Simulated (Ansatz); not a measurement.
Relaxed polymorphs of Cd. These are r2SCAN (plane waves to 500 eV, PAW, scalar-relativistic; Ansatz, a first-principles code) values and carry that method's errors. One row is withheld; estimate it from its structure type, its coordination and the trend of the others.

```
structure                                                            coordination  E − E(first row) (eV/atom)  V (Å³/atom)
----------------------------------------------------------  ---------------------  --------------------------  -----------
P6₃/mmc, hP2, hcp (Mg type)                                                Cd 6+6                        0.00        22.03
P6₃/mmc, hP4, AFLOW prototype A_hP4_194_ac (A3', as in La)                      –                           ?            ?
I-43d, cI16, AFLOW prototype A_cI16_220_c (as in Li)                            –                        0.04        22.06
Im-3m, cI2, bcc (W type)                                           Cd 8 (cubic)+6                        0.09        22.07
R-3m, hR1                                                                       –                        0.02        21.90
Fm-3m, cF4, fcc (Cu type)                                   Cd 12 (cuboctahedral)                        0.03        21.71
Pm-3n, cP8                                                                      –                        0.04        22.00
I4/mmm, tI2, AFLOW prototype A_tI2_139_a (A_a)                                  –                        0.01        22.26
```

Question: Some entries are withheld; supply them.

Answer: 
- P6₃/mmc, hP4, AFLOW prototype A_hP4_194_ac (A3', as in La), E − E(first row) (eV/atom): 0.01
- P6₃/mmc, hP4, AFLOW prototype A_hP4_194_ac (A3', as in La), V (Å³/atom): 22.11

The withheld cell: P6₃/mmc (No. 194), hP4, AFLOW prototype A_hP4_194_ac (A3', as in La); a = 2.960 Å, b = 2.960 Å, c = 11.657 Å, α = 90.00°, β = 90.00°, γ = 120.00°; Cd 2a (0.000, 0.000, 0.000); Cd 2c (0.333, 0.667, 0.250). Coordination numbers (neighbours up to the widest gap in distance over summed covalent radii, below 1.35; n+m marks a second, longer set).

Each run could gain symmetry but not lose that of its start, so entries can be saddle points. From databases, or of a type measured for this composition: P6₃/mmc, hP2, hcp (Mg type); the others are generated cells (placed on structure types, drawn at random, substituted or restacked) that were not matched to a known phase here. Energies are at zero temperature and pressure, without zero-point motion. No spin polarisation in the result.
